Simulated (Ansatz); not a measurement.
# Rb2FeO2 single point

Input file of Ansatz 0.2.0:

```yaml
crystal:
  lattice:
    - [0.0, 4.19278399, 0.0]
    - [4.19278399, 0.0, 0.0]
    - [2.0963925, 2.0963925, -6.80892552]
  atoms:
    - { symbol: Rb, position: [0.6574, 0.6574, 0.6852] }
    - { symbol: Rb, position: [0.3426, 0.3426, 0.3148] }
    - { symbol: Fe, position: [0.0, 0.0, 0.0] }
    - { symbol: O, position: [0.8686, 0.8686, 0.2628] }
    - { symbol: O, position: [0.1314, 0.1314, 0.7372] }
  symmetry: { tolerance: 0.0003 }
kpoints:
  mp_grid: { grid: [6, 6, 6], shift: [0, 0, 0] }
  band_path:
    path:
      - [0.0, 0.0, 0.0]
      - [0.5, 0.5, 0.5]
      - [0.5, 0.5, 0.25]
      - [0.0, 0.5, 0.0]
      - [0.0, 0.0, 0.0]
      - [0.0, 0.0, -0.5]
      - [0.0, 0.45260224, -0.27369888]
      - [0.0, 0.54739776, 0.27369888]
      - [0.0, 0.0, 0.0]
      - [0.5, 0.5, 0.5]
      - [0.45260224, 0.54739776, 0.5]
    npoints: 6
magnetization:
  spin_polarized: false
scf:
  occupations: { method: cold, width: 0.0662 }
  lower_state_search: "off"
  max_iter: 200
hamiltonian:
  pseudopotentials: { kind: paw }
  xc: r2scan
basis:
  ecutwfc: 500
  fft_grid_basis: typed
output:
  forces: true
  stress: true
  eigenvalues: true
  bader: true
  populations: true
  elf: true
  write_potential: true
  volumetric_format: npy
  dos:
    e_range: [-12, 8]
    de: 0.05
    projected: { site_lists: { Fe: [Fe], O: [O], Rb: [Rb] } }
checkpoint:
  read: saved_state
```

The saved state is an earlier solution for the same cell, perhaps on another mesh. 

Output (shortened):

```
Free energy (F): -12178.2523 eV
F+E_penalty+E_count: -12178.2523 eV  (lagrangian_ev)
Harris-Foulkes:  -12178.2523 eV  (|F-HF|=7.27e-9)
Internal energy: -12178.2523 eV  (E = F + TS)
E sigma→0 (E₀):  -12178.2523 eV
Fermi energy:    5.6254 eV
Smearing:        width narrowed from 0.0662 eV (input) to 0.0327 eV after iteration 8, whose occupations did not sum to the number of electrons (Fermi level in a gap)
--- Per-component energies (eV) ---
  E_band       = -632.8739
  E_kinetic    = 1079.8770
  E_local      = -5647.0698  (includes V_loc(G=0)·N_el)
  E_nonlocal   = 659.4281
  E_hartree    = 2187.1577
  E_xc         = -506.6747
  E_vxc        = -678.4073  (∫ρ·V_xc dr)
  E_paw        = -6964.1139  (= ΣΔE_a)
  E_vpaw       = -463.9403  (= ΣTr[D̂ρ^β])
  E_aug_tail   = 0.0021  (compensation charges beyond the density's cutoff)
  E_vtau       = 42.9227  (kinetic-family band-sum trace: ∫τ·v_τ [+ j·A + Jᵃ·Aᵃ] dr)
  E_ewald      = -2986.2117
  E_core_change = -0.6472  (= ΣΔE_core)
  E_smearing   = 0.0000  (= −TS)
  E_count      =  0.0000  (occupations off the electron count; not in F)
--- Forces (eV/Å), atoms counted from 1 ---
  atom   1  Rb     0.0000     0.0000    -0.3287
  atom   2  Rb     0.0000     0.0000     0.3287
  atom   3  Fe     0.0000     0.0000     0.0000
  atom   4  O      0.0000     0.0000     3.4834
  atom   5  O      0.0000     0.0000    -3.4834
--- Stress (GPa, compression-positive) ---
       -0.5938       0.0000       0.0000
        0.0000      -0.5938       0.0000
        0.0000       0.0000     -17.8214
  P = ⅓ Tr σ = -6.3363 GPa (-63.363 kbar)
--- Löwdin populations: 5 sites ---
  site symbol       q [e]
     0     Rb      8.2022
     1     Rb      8.2022
     2     Fe     15.5295
     3      O      6.9047
     4      O      6.9047
  spilling = 0.0056 (of n_electrons = 46.0000)
--- Bader charges: 5 sites ---
  site symbol  charge [e]  shift [e]
     0     Rb      0.8319     0.0000
     1     Rb      0.8319     0.0000
     2     Fe      0.6925     0.0041
     3      O     -1.1782     0.0021
     4      O     -1.1782     0.0021
```

Origin: a known structure type with other elements, at an estimated volume, so it need not be a known compound. Caveats: no spin polarisation, so a magnetic state may lie lower; atoms or cell far from equilibrium.
